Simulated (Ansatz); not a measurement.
The relaxed structure here is a generated cell of La2O3: the first start was made by placing the elements on the sites of a structure type, and the end was not matched to a known phase here, so it may be hypothetical. Known forms of La2O3 include space group No. 164.

The end point of a relaxation of La$_{2}$O$_{3}$. All values below come from PBEsol (plane waves to 420 eV, PAW, scalar-relativistic; Ansatz, a program for electronic structure).

```xyz
20
Lattice="9.3531 0.0000 0.0000 0.0000 3.5493 0.0000 0.0000 0.0000 9.3343" Properties=species:S:1:pos:R:3 pbc="T T T"
La     0.0431     0.8873     1.7185
La     4.7197     0.8873     2.9486
La     9.3100     2.6620     7.6158
La     4.6335     2.6620     6.3857
La     6.4088     0.8873     9.2197
La     1.7322     0.8873     4.7818
La     2.9443     2.6620     0.1147
La     7.6209     2.6620     4.5525
O      2.6045     0.8873     1.7224
O      7.2811     0.8873     2.9448
O      6.7486     2.6620     7.6119
O      2.0720     2.6620     6.3896
O      4.2630     0.8873     8.1602
O      8.9396     0.8873     5.8413
O      5.0901     2.6620     1.1741
O      0.4135     2.6620     3.4930
O      5.7127     0.8873     5.2015
O      1.0362     0.8873     8.8000
O      3.6404     2.6620     4.1328
O      8.3169     2.6620     0.5343
```

Determine the symmetry and give the standard cell with its independent sites.

Space group Pnma (No. 62); a = 9.353 Å, b = 3.549 Å, c = 9.334 Å, α = β = γ = 90.00°

| atom | site | symmetry | x | y | z |
|---|---|---|---|---|---|
| La | 4c | .m. | 0.0046 | 0.2500 | 0.1841 |
| La | 4c | .m. | 0.1852 | 0.2500 | 0.5123 |
| O | 4c | .m. | 0.2785 | 0.2500 | 0.1845 |
| O | 4c | .m. | 0.0442 | 0.7500 | 0.3742 |
| O | 4c | .m. | 0.1108 | 0.2500 | 0.9428 |

This is the AFLOW prototype A3B2_oP20_62_3c_2c (D5_8, as in Sb2S3).

Give the shortest distances between elements (the closest pairs, up to four, under 3.6 Å).

La–O 2.39 Å; O–O 2.75 Å; La–La 3.50 Å.

Volume per atom: 15.49 Å³
Density: 6.98 g/cm³
Band gap: 2.38 eV, indirect (valence top at T, conduction bottom at Γ) (no spin-orbit coupling)
Smallest direct gap: 2.43 eV at Γ

No spin polarisation in the result.

The run could not lose the symmetry of its start, so the end can be a saddle point.
